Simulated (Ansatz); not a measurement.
## Bi: frozen-core PAW against all-electron methods

```
Bi
1.0
     2.27300    1.31232    3.95400
    -2.27300    1.31232    3.95400
     0.00000   -2.62463    3.95400
Bi
2
Direct
  0.23389 0.23389 0.23389
  0.76611 0.76611 0.76611
```

Atoms are numbered in the order listed.

The cell is a measured one (Crystallography Open Database entry 9009658); the temperature and pressure of the measurement aren't taken into account, and nothing was relaxed.

No spin–orbit coupling, which matters for the heavy atoms here.

Methods: DFT, LDA, PAW with Ansatz's default frozen-core files, scalar-relativistic (Ansatz 0.2.0); DFT, LDA, all-electron PAW with datasets made for the crystal, scalar-relativistic (Ansatz 0.2.0); DFT, LDA, all-electron LAPW, scalar-relativistic (Ansatz 0.2.0).

For PAW: a Γ-centred 11×11×11 k mesh, Fermi–Dirac smearing of 0.03 eV, cutoff 420 eV, no spin polarisation; the PAW files were made with PBE, and the program remakes their frozen cores for this functional. The crystal-made all-electron datasets (AE datasets) take a cutoff of 260 eV at this cell. LAPW targets a basis error of 0.25 meV/atom. The Ansatz runs share mesh, smearing and spin set-up. Plane-wave (PAW) pressures include the program's estimate of the Pulay term.

Stress and pressure are positive in compression.

No spin–orbit coupling: at heavy atoms the gradients can be off by tens of per cent for that reason.

In a metal, gradients converge slowly with the k mesh: the values move by tens of per cent from one mesh to another, at times in sign, so only the comparison on one mesh counts.

Levels count from the Fermi level.

| quantity | PAW | AE datasets | LAPW |
| --- | --- | --- | --- |
| pressure (GPa) | -1.85 | -1.83 | -1.83 |
| stress xx (GPa) | -1.90 | -1.88 | -1.88 |
| stress zz (GPa) | -1.73 | -1.71 | -1.71 |
| force on Bi1, z (eV/Å) | 0.038 | 0.040 | 0.040 |
| highest filled level at H2 (eV) | -0.388 | -0.389 | -0.389 |
| lowest empty level at H2 (eV) | 0.803 | 0.803 | 0.803 |
| highest filled level at S0 (eV) | -2.402 | -2.402 | -2.402 |
| lowest empty level at S0 (eV) | 2.966 | 2.966 | 2.966 |
| highest filled level at H0 (eV) | -0.388 | -0.389 | -0.389 |
| lowest empty level at H0 (eV) | 0.803 | 0.803 | 0.803 |
| field gradient Vzz at Bi1 (10²¹ V/m²) | -3.26 | -3.23 | – |

PAW's pressure differs from the LAPW value by -0.02 GPa. Datasets made for the crystal and LAPW share parts of one code, so their agreement isn't an independent check.
